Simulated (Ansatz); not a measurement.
Harmonic vibrational thermodynamics of Si in space group P6_3/mmc (No. 194; Si on 4f) at fixed volume, the program Ansatz at the r²SCAN level (PAW). The rows extrapolate the 0 K crystal and know nothing of melting or changes of phase.

| T (K) | F_vib (meV/atom) | S (J/K per mol of atoms) | C_V (J/K per mol of atoms) |
|---|---|---|---|
| 50 | 62.3 | 0.7 | 2.2 |
| 100 | [?] | 3.9 | [?] |
| 200 | 53.1 | 11.7 | 15.6 |
| 300 | [?] | 18.9 | [?] |
| 400 | 14.3 | 24.9 | 21.8 |
| 600 | [?] | [?] | 23.4 |
| 800 | -125.5 | 41.0 | 24.1 |
| 1000 | -216.2 | 46.4 | 24.4 |

Task: What belongs in the gaps?

Result: 
- 300, F_vib (meV/atom): 37.2
- 300, C_V (J/K per mol of atoms): 19.8
- 100, C_V (J/K per mol of atoms): 7.3
- 100, F_vib (meV/atom): 61.2
- 600, S (J/K per mol of atoms): 34.1
- 600, F_vib (meV/atom): -47.4

The first step of the workflow began from a Materials Project structure, measured or hypothetical; the Crystallography Open Database copy checked does not list it. It is not the phase usual at ambient conditions (space group No. 227). Symmetry was held in the r²SCAN relaxation; phonons on a q-mesh show no instability.

Potentials: the earlier of the program's two PAW sets.
